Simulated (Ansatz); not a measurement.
Input and command of a plane-wave DFT calculation in Ansatz:

```yaml
crystal:
  lattice:
    - [4.3833795273, 0.0, 0.0]
    - [-2.1916897636, 3.7961180251, 0.0]
    - [0.0, 0.0, 7.1535456852]
  atoms:
    - { symbol: Cd, position: [0.3333333333, 0.6666666667, 0.0045810803] }
    - { symbol: Cd, position: [0.6666666667, 0.3333333333, 0.5045810803] }
    - { symbol: Se, position: [0.3333333333, 0.6666666667, 0.3804189197] }
    - { symbol: Se, position: [0.6666666667, 0.3333333333, 0.8804189197] }
basis:
  ecutwfc: 420
kpoints:
  mp_grid: { grid: [12, 12, 6] }
hamiltonian:
  xc: lda
scf:
  occupations: { method: gaussian, width: 0.02 }
output:
  forces: true
  stress: true
  eigenvalues: true
relax:
  adjacent_minimum: "off"
  f_tol: 0.005
  max_steps: 50
  cell: { stress_tol: 0.05 }
```

```bash
ansatz run input.yaml --threads 1 --pin off --max-ram 2560MiB --backend cpu --events-out ev --progress --plain --runs-dir out
```

Processor: Arm Neoverse V2, 1 thread, on a host shared with other jobs.

**Question.** How long does it run, and how much memory does it take?

**Answer.** About 3.2 min on 1 thread of Arm Neoverse V2 (shared host), peak memory 0.55 GiB. It solves 44 bands at 76 k points (the mesh reduced by the symmetry that the task leaves, which can be less than the crystal's) with about 2093 plane waves (on the last cell), in 31 SCF iterations over 5 ionic steps.
